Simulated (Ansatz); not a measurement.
Input:

BeS:
```cif
data_Be3S3
_chemical_formula_sum 'Be3 S3'
_space_group_name_H-M_alt 'P6222'
_space_group_IT_number 180
_space_group_name_Hall 'P 62 2 (0 0 4)'
_cell_length_a 3.45195
_cell_length_b 3.45195
_cell_length_c 7.81145
_cell_angle_alpha 90.000
_cell_angle_beta 90.000
_cell_angle_gamma 120.000
loop_
_atom_site_label
_atom_site_type_symbol
_atom_site_symmetry_multiplicity
_atom_site_Wyckoff_symbol
_atom_site_fract_x
_atom_site_fract_y
_atom_site_fract_z
_atom_site_occupancy
Be1 Be 3 d 0.50000 0.00000 0.50000 1
S1 S 3 c 0.50000 0.00000 0.00000 1
```

This is the PBE-relaxed structure.

**Question.** All from the program Ansatz at the PBE level (PAW), unless another level is named. Give the electron effective mass.

**Answer.** 0.28, 0.56, 0.61 mₑ (principal values).

**Question.** Give the formation energy from the elements (no fitted shifts).

**Answer.** -0.75 eV/atom.

**Question.** Next, the weight of the valence-edge state by species (Voronoi cells)?

**Answer.** S 77 %, Be 23 %.

**Question.** And the valence-band maximum?

**Answer.** on the K–Γ line, 94 % of the way from K.

**Question.** Give the weight of the conduction-edge state by species (Voronoi cells).

**Answer.** Be 58 %, S 42 %.

**Question.** Give the conduction-band minimum.

**Answer.** on the M–K line, 8 % of the way from M (6 equivalent valleys).

Space group P6_222. A made-up cell: these elements were put on the sites of a structure type; neither database checked (COD, Materials Project) lists it. COD files the formula under space group No. 216, so this cell is another polymorph or a model. Whether it is the stable phase at ambient conditions was not checked. The PBE relaxation kept the symmetry of its start; whether a distortion lowers the energy is not shown. The references are the lowest solids computed at this level, not always the standard phases.

Potentials: the later of the program's two PAW sets.

Edges and masses are those of Kohn–Sham bands, whose gap is no quasiparticle gap.
